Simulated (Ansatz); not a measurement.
GaCuSe$_{2}$:
```cif
data_Cu4Ga4Se8
_chemical_formula_sum 'Cu4 Ga4 Se8'
_space_group_name_H-M_alt 'I-42d'
_space_group_IT_number 122
_space_group_name_Hall 'I -4 2bw'
_cell_length_a 5.50804
_cell_length_b 5.50804
_cell_length_c 10.96187
_cell_angle_alpha 90.000
_cell_angle_beta 90.000
_cell_angle_gamma 90.000
loop_
_atom_site_label
_atom_site_type_symbol
_atom_site_symmetry_multiplicity
_atom_site_Wyckoff_symbol
_atom_site_fract_x
_atom_site_fract_y
_atom_site_fract_z
_atom_site_occupancy
Cu1 Cu 4 a 0.00000 0.00000 0.00000 1
Ga1 Ga 4 b 0.00000 0.00000 0.50000 1
Se1 Se 8 d 0.24091 0.25000 0.12500 1
```
(The calculation used a cell of 8 atoms; values per cell refer to that cell.)

Relaxed with LDA.

Question: Decompose the optical modes at the zone centre into irreducible representations, and say which are infrared and Raman allowed.

Answer: Point group -42m: Γ_opt = A1 + 2A2 + 3B1 + 3B2 + 6E. Infrared: B2, E. Raman: A1, B1, B2, E.

Question: Assign frequencies (DFPT, plane-wave PAW LDA (Ansatz code); without the LO–TO term).

Answer: E 67, B2 85, E 94, B1 95, E 170, B1 187, A1 188, A2 190, A2 204, B2 212, E 214, E 241, B2 245, E 246, B1 251 cm⁻¹.

Subscripts of B labels follow the axes of the standard setting.

The cell was relaxed with LDA under the symmetry of its start. No spin polarisation was allowed.

Potentials: the later of the program's two PAW sets.
